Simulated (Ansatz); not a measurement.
**ScPd (Pm-3m): lattice vibrations**

```
CELL_PARAMETERS angstrom
3.26773 0.00000 0.00000
0.00000 3.26773 0.00000
0.00000 0.00000 3.26773
ATOMIC_POSITIONS crystal
Sc 0.50000 0.50000 0.50000
Pd 0.00000 0.00000 0.00000
```

Level of theory, where no other is named: PBEsol, all-electron LAPW in Ansatz 0.2.0, scalar-relativistic. k mesh 12×12×12, Fermi-Dirac smearing of 0.080 eV, basis error target 0.5 meV/atom. The cell was relaxed by PAW under this functional.

Atoms are displaced by 0.01 Å in the smallest supercells that hold the wave vectors of a 2×2×2 mesh. Negative values stand for unstable modes.

Task: What are the phonon energies at the solved wave vectors, in meV?

Result: 

```tsv
q	point	modes (meV)
0.000 0.000 0.000	Gamma	20.56 (×3)
0.500 0.000 0.000	X	11.25 (×2), 13.72, 16.87 (×2), 32.28
0.500 0.500 0.000	M	6.13 (×2), 9.49, 17.13, 28.68 (×2)
0.500 0.500 0.500	R	9.41 (×3), 30.16 (×3)
```

Task: Is the structure dynamically stable at these wave vectors?

Result: Yes, no mode is unstable there; wave vectors off this mesh aren't tested.

Task: How do the optical zone-centre modes decompose, and which are active?

Result: Point group m-3m: Γ_opt = T1u.

| label | meV | activity | mostly |
| --- | --- | --- | --- |
| T1u | 20.56 | IR | Sc (70 %) |

In a metal the activity is that of symmetry alone; free carriers screen the infrared modes.

Task: How well do frozen-core PAW files reproduce these all-electron values?

Result: With a cutoff of 420 eV and displacements of 0.0025 Å, the r.m.s. difference over the modes is 0.1 cm⁻¹; the largest difference is 49.6 (PAW) against 49.5 cm⁻¹ (LAPW).

Limits of these numbers: responses of metals move with mesh and smearing; the frozen-core PAW files of the compared runs were fitted under PBE, their cores solved anew for this functional.
